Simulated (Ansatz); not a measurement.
BeTe (zinc blende, space group No. 216) at seven volumes, LDA in the plane-wave PAW code Ansatz, scaled uniformly. One row is withheld.

```
V (Å³/atom)  P (GPa)
-----------  -------
19.493          7.25
20.136          4.46
20.778          2.06
21.421          0.00
22.064         -1.78
22.706             ?
23.349         -4.62
```

Task: Fit the shown pressures and predict the withheld one.

Result: P = (3/2)B₀(x^(7/2) − x^(5/2))[1 + (3/4)(B′ − 4)(x − 1)] with x = (V₀/V)^(2/3). Least squares on the six rows gives V₀ = 21.420 Å³/atom, B₀ = 63.7 GPa, B′ = 4.00. At V = 22.706, x = 0.9619 and P = -3.31 GPa. The run itself gave -3.31 GPa.

Space group F-43m (zinc blende). Symmetry was held in the LDA relaxation; of distortions, only those at the zone centre were tested. Scalar-relativistic: spin–orbit coupling is off unless named, which matters more the heavier the elements.

Potentials: the later of the program's two PAW sets.
